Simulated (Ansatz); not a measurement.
A relaxed cell of Ca2SeI2 is given with its symmetry left out. The cell was found from a structure generator's guess, not taken from experiment.

Theory: DFT PBE, scalar-relativistic, plane waves, PAW (Ansatz 0.2.0). Cutoff 420 eV, Γ-centred mesh, Gaussian smearing, no spin polarisation.

```
Ca Se I
1.0
     5.47926    0.00000    0.00000
    -2.73963    4.74518    0.00000
     0.00000    0.00000    9.30166
Ca Se I
2 1 2
Direct
  0.33333 0.66667 0.00000
  0.66667 0.33333 0.00000
  0.00000 0.00000 0.00000
  0.00000 0.00000 0.67256
  0.00000 0.00000 0.32744
```

The zero of energy is the elements' standard structures at the same level; no fitted shifts are applied.

(1) Find its symmetry and describe it.

(2) What is its formation energy per atom?

(3) Is it a metal?

## Answers

(1) P6/mmm (No. 191). Conventional cell: a = 5.479 Å, c = 9.302 Å. Ca has 3 Se at 3.16 Å and 3 Ca at 3.16 Å; around Se lie 2 I at 3.05 Å and 6 Ca at 3.16 Å; I is surrounded by 1 Se at 3.05 Å and 1 I at 3.21 Å.

(2) −0.32 eV/atom. A negative formation energy is needed for stability but isn't enough: competing phases decide.

(3) Yes, bands cross the Fermi level on the 12×12×4 mesh.

The last run used a 12×12×4 mesh (in the run's order of axes) for its 5-atom cell and Gaussian smearing of 0.10 eV. These runs have no spin–orbit coupling, which can matter for I. The cell is a metal run without spin; a magnetic state may lie lower. The reference forms of I and Se are held partly by dispersion forces, which this level lacks. A structure relaxed within its symmetry needn't be a true minimum.
